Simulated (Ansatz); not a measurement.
A geometry of MgB$_{2}$ away from equilibrium: step 2 of the relaxation of a relaxed MgB2 cell displaced along its unstable phonon at q = Γ (258i cm⁻¹), largest move 0.15 Å. These are PBEsol (plane waves to 420 eV, PAW, scalar-relativistic; Ansatz, a first-principles code) values and carry that method's errors. Γ-centred k-mesh 12×12×4 on the run's cell (coarser than for final values), Fermi–Dirac smearing 0.05 eV. The plane waves were selected for a different cell earlier on the path.

```yaml
crystal:
  lattice:
    - [3.09209, 0.00000, 0.00000]
    - [-1.54604, 2.69036, -0.04167]
    - [0.00000, -0.12488, 7.90368]
  atoms:
    - { symbol: B, position: [0.28958, 0.57916, 0.11596] }
    - { symbol: B, position: [0.62197, 0.24393, 0.11607] }
    - { symbol: B, position: [0.71042, 0.42084, 0.88404] }
    - { symbol: B, position: [0.37803, 0.75607, 0.88393] }
    - { symbol: Mg, position: [0.97394, 0.94788, 0.31637] }
    - { symbol: Mg, position: [0.02606, 0.05212, 0.68363] }
```

**Question.** Give the Cartesian forces on all atoms (eV/Å).

**Answer.** 
```csv
atom,Fx,Fy,Fz
B1,0.00,0.02,-0.68
B2,0.00,-0.87,-0.79
B3,0.00,-0.02,0.68
B4,0.00,0.87,0.79
Mg5,0.00,-0.13,0.02
Mg6,0.00,0.13,-0.02
```

The path ends in C2/m (No. 12). No spin polarisation in the result.

The run could not lose the symmetry of its start: the end is stationary, and may be a saddle point rather than a minimum.

Of the parent cell (P6/mmm (No. 191)): The first start was generated by placing the elements on the sites of a structure type. A measured structure of MgB2 has the same space group, P6/mmm (No. 191); the sites were not compared with it.

The end of the path is a generated cell of MgB2: the first start was made by placing the elements on the sites of a structure type, and the end was not matched to a known phase here, so it may be hypothetical. Known forms of MgB2 include space group No. 191.
